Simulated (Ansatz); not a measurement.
All numbers below come from Ansatz, DFT PBE, scalar-relativistic, plane waves, PAW. Settings: cutoff 420 eV, Γ-centred meshes spaced at most about 0.3 Å⁻¹, and about 0.25 Å⁻¹ or finer for metals (2π included), Gaussian smearing. No spin polarisation in the final relaxations.

Temperature and zero-point effects are left out.

Compare these two cells of CaHfO, each relaxed at this level.

A. Space group P4/mmm (No. 123), tetragonal, a = 3.568 Å, c = 4.256 Å. Ca has 4 O at 2.52 Å, 8 Hf at 3.30 Å and 4 Ca at 3.57 Å; Hf is surrounded by 2 O at 2.13 Å, 8 Ca at 3.30 Å and 4 Hf at 3.57 Å; around O lie 2 Hf at 2.13 Å and 4 Ca at 2.52 Å.

B. Space group P6_3/mmc (No. 194), hexagonal, a = 3.588 Å, c = 12.495 Å. Around Ca lie 6 Ca at 3.59 Å, 6 Hf at 3.75 Å and 6 O at 3.75 Å; around Hf lie 3 O at 2.07 Å, 6 Hf at 3.59 Å and 6 Ca at 3.75 Å; O has 3 Hf at 2.07 Å, 6 O at 3.59 Å and 6 Ca at 3.75 Å.

Question: Which is lower in energy, and by how much?

Answer: A is lower, by 285 meV/atom. A has space group P4/mmm (No. 123), 18.1 Å³/atom and no gap on its mesh; B has space group P6_3/mmc (No. 194), 23.2 Å³/atom and no gap. Counting O atoms around Ca and Hf (those within 1.25 times the shortest such distance or 1.15 times the sum of covalent radii, 1.27 where that leaves under three; the shortest distance is added where it exceeds 1.18 times the sum of covalent radii), A has Ca 4, Hf 2 and B has Ca 6 from 3.7 Å, Hf 3. The denser one is the lower, and pressure would at first widen the difference. Both come from invented guesses.

Spin–orbit coupling, which can matter for Hf, is left out. Cells relaxed within their symmetry can be saddle points.
